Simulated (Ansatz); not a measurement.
C (P6_3/mmc), two-dimensional strain map

Theory: Ansatz, DFT r2SCAN, scalar-relativistic, plane waves, PAW. The runs took a 500 eV cutoff, a Γ-centred 12×12×6 mesh and Gaussian smearing (0.05 eV). No spin polarisation. Energies are free energies at this smearing, counted from the undisturbed cell; pressure is positive in compression.

Zero of the scan (relaxed at this level):

```xyz
4
Lattice="2.5032 0.0000 0.0000 -1.2516 2.1678 0.0000 0.0000 0.0000 4.1689" Properties=species:S:1:pos:R:3 pbc="T T T"
C     0.0000    1.4452    0.2615
C     1.2516    0.7226    2.3460
C     0.0000    1.4452    1.8229
C     1.2516    0.7226    3.9074
```

The cell is strained by p along both x and y and by q along z, fractional coordinates fixed. Points are written (p, q).

Energy above the undisturbed cell in meV/atom (a dash: not computed):

```
 p \ q  -0.080  -0.040  0.000  0.040  0.080
-0.080   570.9   419.1  370.4  398.8  484.8
-0.040   275.6   127.8   83.7  116.5  206.5
 0.000   188.3    42.3    0.0   34.6  125.9
 0.040   256.2   110.6   68.5  103.2  194.1
 0.080   437.1   291.3  248.6  282.2  371.6
```

Pressure in GPa:

```csv
p \ q,-0.080,-0.040,0.000,0.040,0.080
-0.080,177.0,137.4,106.6,82.5,63.7
-0.040,102.4,69.1,43.7,24.4,9.8
0.000,49.8,21.3,0.0,-15.7,-27.2
0.040,13.3,-11.5,-29.6,-42.7,-51.8
0.080,-11.4,-33.3,-48.9,-59.9,-67.3
```

Gap on the k-mesh in eV:

| p \ q | -0.080 | -0.040 | 0.000 | 0.040 | 0.080 |
| --- | --- | --- | --- | --- | --- |
| -0.080 | 2.59 | 2.70 | 2.78 | 1.93 | 0.69 |
| -0.040 | 3.02 | 3.16 | 3.25 | 3.30 | 2.09 |
| 0.000 | 3.32 | 3.48 | 3.60 | 3.68 | 3.25 |
| 0.040 | 2.65 | 3.35 | 3.82 | 3.93 | 4.00 |
| 0.080 | 1.87 | 2.59 | 3.20 | 3.70 | 4.12 |